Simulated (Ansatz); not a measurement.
Theory: DFT PBE, scalar-relativistic, plane waves, PAW in Ansatz 0.2.0. Settings: cutoff 420 eV, Γ-centred meshes spaced at most about 0.3 Å⁻¹ (2π included), Gaussian smearing. No spin polarisation in the final relaxations.

Temperature and zero-point effects are left out. All come from trial cells, and lower structures may exist.

Question: These unrelaxed guesses for MgCd2S3 are each relaxed within their symmetry. Order them by the energy at which they end, lowest first.
A.

```
Mg Cd S
1.0
    -2.00027    2.00027    8.48645
     2.00027   -2.00027    8.48645
     2.00027    2.00027   -8.48645
Mg Cd S
1 2 3
Direct
  0.00000 0.00000 0.00000
  0.33333 0.33333 0.00000
  0.66667 0.66667 0.00000
  0.25000 0.75000 0.50000
  0.58333 0.08333 0.50000
  0.91667 0.41667 0.50000
```

B.

```
Mg Cd S
1.0
     4.00055    0.00000    0.00000
    -2.00027    3.46458    0.00000
     0.00000    0.00000    9.79931
Mg Cd S
1 2 3
Direct
  0.00000 0.00000 0.50000
  0.66667 0.33333 0.83333
  0.33333 0.66667 0.16667
  0.33333 0.66667 0.66667
  0.66667 0.33333 0.33333
  0.00000 0.00000 0.00000
```

Answer: A (ends in I-4m2, 0 meV/atom), B (ends in P-3m1, 98 meV/atom).

Some structure types and database cells were kept out of the candidates from the start, so a known form may be missing.
